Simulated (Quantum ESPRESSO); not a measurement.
# Where does Ge sit best among Al sites?

The results below are calculated, not measured. They come from pw.x of Quantum ESPRESSO 7.5, a plane-wave density functional program, with PseudoDojo standard norm-conserving files (v0.5 for PBE, v0.4.1 for LDA and PBEsol). The cells are made up: elements, strain and atom displacements were drawn at random, and nothing was relaxed. There is no spin polarisation, spin-orbit coupling or dispersion term.

The cell has 8 sites of a wurtzite lattice (rectangular cell). Sites 1 to 4 hold X X X X; sites 5 to 8 hold N N N N. Cell vectors in Å: (3.277, 0.000, 0.000); (0.000, 5.675, 0.000); (0.000, 0.000, 5.351). Settings: PBE, cutoff 1143 eV, 7 x 6 x 6 k mesh shifted by half a step, Fermi-Dirac smearing of 0.1 eV.

In each run one of the sites marked X holds Ge and the others hold Al; cell and positions stay the same. E is the free energy of the cell.

```
site of the guest  first shell  mean distance (Å)  E above the lowest (eV)  P (GPa)  force on the guest (eV/Å)
                1           N4              1.986                    0.119   -11.77                      0.807
                2           N4              2.023                    0.000   -11.74                      1.576
                3           N4              2.009                    0.090   -11.53                      0.851
                4           N4              2.013                    0.022   -11.85                      0.716
```

A rerun of one of these cells at 1437 eV and k mesh 9 x 8 x 8 moved values by no more than 0.003 eV in the cell's energy, 0.07 GPa in stress and 0.019 eV/Å in force.

## Reading the table

Site 2 is lowest, by 0.022 eV, over three times the rerun's bound. A straight line of energy against the mean distance has a slope of -3.2 ± 1.2 eV/Å, so these few sites cannot settle whether the distance sets the order. The positions are random and not relaxed, so the differences hold for this frozen cell and are not site preferences of a real crystal.